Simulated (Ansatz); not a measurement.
# CsCdCl3: energy along a strain

CsCdCl3, Pm-3m, a = 5.200 Å (as given, not relaxed at this level: 1.3 GPa). The structure is a COD entry; whether it is the stable form wasn't checked. Ansatz: r2SCAN, PAW, 500 eV, Γ-centred 6×6×6 mesh on 5 atoms, Gaussian smearing 0.05 eV; no spin polarisation. Cell vectors (Å): 5.200 0.000 0.000; 0.000 5.200 0.000; 0.000 0.000 5.200. The cell is strained by x per cent times the pattern (1 -1 0 0 0 0) in the order xx yy zz yz xz xy (engineering shears), with fractional coordinates held. y is the free energy over the start, V0 = 28.122 Å³/atom. Symmetry makes y even in x.

| x (%) | y (meV/atom) |
| --- | --- |
| -2.00 | 3.55 |
| -1.00 | 0.88 |
| 0.00 | 0.00 |
| 0.25 | 0.06 |
| 0.50 | 0.22 |
| 0.75 | ? |
| 1.25 | 1.38 |
| 1.50 | 1.99 |
| 1.75 | 2.72 |

Question: Fit y = c2 x² + c4 x⁴ to the other rows, get the stiffness along the pattern, and predict the missing energy.

Answer: Least squares on the rows shown. y = 0.8809 x² + 0.001791 x⁴. The clamped-ion stiffness p·C·p = 2 × 8.809 eV × 160.2 / 28.122 Å³ = 100 GPa (second derivative at the start, which stands under stress). At x = 0.75 the fit asked for gives 0.50 meV/atom. The run gave 0.50 meV/atom, the same to the digits shown.

Symmetry holds off the tilts and polar distortions that many cubic perovskites undergo.